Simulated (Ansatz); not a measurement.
TaGeO:
```
TaGeO
1.0
    3.43406     0.00000     0.00000
    0.00000     3.43406     0.00000
    0.00000     0.00000     6.94469
Ta Ge O
2 2 2
Direct
  0.00000   0.50000   0.69808
  0.50000   0.00000   0.30192
  0.00000   0.00000   0.00000
  0.50000   0.50000   0.00000
  0.50000   0.00000   0.60045
  0.00000   0.50000   0.39955
```

Relaxed with PBE. Special points in fractions of this cell's reciprocal vectors: Γ (0.000, 0.000, 0.000); X (0.000, 0.500, 0.000); M (0.500, 0.500, 0.000); Z (0.000, 0.000, 0.500); R (0.000, 0.500, 0.500); A (0.500, 0.500, 0.500).

Task: List the band energies nearest the Fermi level at these points for PBE in the plane-wave PAW code Ansatz.

Result: In eV from the Fermi level; about four levels below and three above (degenerate sets whole), none deeper than 8.9 eV; points with the same levels are listed once.

```csv
k,below,above
Γ,-3.08 -3.00 -0.99 -0.52,0.24 0.25 0.25
X,-1.30 -1.30 -0.76 -0.76,1.92 1.92 2.17 2.17
M,-4.80 -4.80 -3.09 -3.09,0.89 0.89 2.03 2.03
Z,-3.55 -3.55 -3.54 -0.65 -0.05,0.43 0.43 0.78
R,-0.86 -0.86 -0.34 -0.34,1.12 1.12 1.90 1.90
A,-4.50 -4.50 -3.47 -3.47,0.03 0.03 1.93 1.93
```

Space group P4/nmm. The start of the workflow was typed in or built on a structure type; neither database checked (COD, Materials Project) lists it. Its standing as an ambient phase is unchecked. The PBE relaxation kept the symmetry of its start; its stability against distortions is not shown here. The run is not spin-polarised. The volume moved by -16 % from the start of the relaxation. Spin–orbit coupling is left out wherever it is not named.

Potentials: the earlier of the program's two PAW sets.
